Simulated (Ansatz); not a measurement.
## Computed properties of MoRh

MoRh:
```xyz
2
Lattice="2.7434 0.0000 0.0000 -1.3717 2.3759 0.0000 0.0000 0.0000 4.3888" Properties=species:S:1:pos:R:3 pbc="T T T"
Mo     0.0000     0.0000     2.1944
Rh     0.0000     1.5839     0.0000
```

Space group P-6m2 (No. 187); conventional cell a = b = 2.743 Å, c = 4.389 Å, α = β = 90.00°, γ = 120.00°.

Method: PBEsol (plane waves, PAW; program Ansatz). Geometry: relaxed at this level of theory. Other levels are named where they apply.

### Cell and energy

```json
{
  "volume_per_atom": "14.30 Å³",
  "density": "11.54 g/cm³",
  "Formation energy from the elements (no fitted shifts)": "-0.12 eV/atom"
}
```

### Electronic structure

```json
{
  "electronic_character": "metallic (no gap)",
  "Density of states at the Fermi level": "0.88 states/eV per atom (mean over ±0.08 eV)",
  "Gap with spin–orbit coupling": "none (metallic)"
}
```

### Mechanics

```json
{
 "Bulk modulus (Birch–Murnaghan fit)": "289 GPa",
 "Pressure derivative B′": "4.6",
 "Elastic constants (relaxed ions, GPa)": "C11 = 419, C12 = 247, C13 = 183, C33 = 540, C44 = 142",
 "mechanical_stability": "stable (all eigenvalues of C positive)",
 "hill_bulk_and_shear_moduli": "289 and 120 GPa",
 "Young's modulus": "316 GPa",
 "Poisson's ratio": "0.32",
 "debye_temperature_from_the_elastic_constants": "443 K"
}
```

### Phonons

```json
{
 "highest_zone_centre_frequency": "212 cm⁻¹",
 "zone_centre_stability": "no imaginary mode at Γ"
}
```

The first step of the workflow began from a Materials Project structure, measured or hypothetical; the Crystallography Open Database copy checked does not list it. With Mo and Rh taken as one species the cell has the higher symmetry P6_3/mmc, so it may be an ordered model of a mixed-site phase. Its standing as an ambient phase is unchecked. The PBEsol relaxation kept the symmetry of its start. No spin polarisation was allowed. As this level gives no gap, shear constants depend on the k-mesh and smearing (Fermi–Dirac, 0.1 eV here). As this level gives no gap, phonon frequencies hold no LO–TO term and depend on the k-mesh and smearing (Fermi–Dirac, 0.1 eV here). Axis ratios of metals converge slowly with the k-mesh, so a and c are less sure than the volume. The references are the lowest solids computed at this level, not always the standard phases. Scalar-relativistic: spin–orbit coupling is off unless named, which matters more the heavier the elements.

Potentials: the later of the program's two PAW sets.
